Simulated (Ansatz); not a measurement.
# HfB: computed property card

HfB:
```yaml
crystal:
  lattice:
    - [0.00000, 2.37417, 2.37417]
    - [2.37417, 0.00000, 2.37417]
    - [2.37417, 2.37417, 0.00000]
  atoms:
    - { symbol: Hf, position: [0.50000, 0.50000, 0.50000] }
    - { symbol: B, position: [0.00000, 0.00000, 0.00000] }
```

Space group Fm-3m (No. 225), rock salt; conventional cell a = 4.748 Å, b = 4.748 Å, c = 4.748 Å, α = 90.00°, β = 90.00°, γ = 90.00°.

Method: LDA in the plane-wave PAW code Ansatz. The cell and atoms are relaxed at this level. Other levels are named where they apply.

**Cell and energy**

```json
{
  "volume_per_atom": "13.38 Å³",
  "density": "11.74 g/cm³",
  "Formation energy from the elements (no fitted shifts)": "-425 meV/atom"
}
```

**Electronic structure**

```json
{
  "electronic_character": "metallic (no gap)",
  "Density of states at the Fermi level": "0.52 states/eV per atom (mean over ±0.08 eV)"
}
```

**Mechanics**

```json
{
  "Bulk modulus (Birch–Murnaghan fit)": "189 GPa",
  "Pressure derivative B′": "3.9",
  "Elastic constants (relaxed ions, GPa)": "C11 = 439, C12 = 63.8, C44 = 60.9",
  "mechanical_stability": "stable (all eigenvalues of C positive)",
  "hill_bulk_and_shear_moduli": "189 and 97.5 GPa",
  "Young's modulus": "249 GPa",
  "Poisson's ratio": "0.28",
  "debye_temperature_from_the_elastic_constants": "402 K"
}
```

**Phonons**

```json
{
  "highest_zone_centre_frequency": "478 cm⁻¹",
  "zone_centre_stability": "no imaginary mode at Γ"
}
```

The workflow started from an entry of the Crystallography Open Database (COD). Its standing as an ambient phase is unchecked. The LDA relaxation kept the symmetry of its start. The run is not spin-polarised. As this level gives no gap, shear constants depend on the k-mesh and smearing (Fermi–Dirac, 0.1 eV here). As this level gives no gap, phonon frequencies hold no LO–TO term and depend on the k-mesh and smearing (Fermi–Dirac, 0.1 eV here). The references are the lowest solids computed at this level, not always the standard phases. Spin–orbit coupling is left out wherever it is not named.

Potentials: the later of the program's two PAW sets.
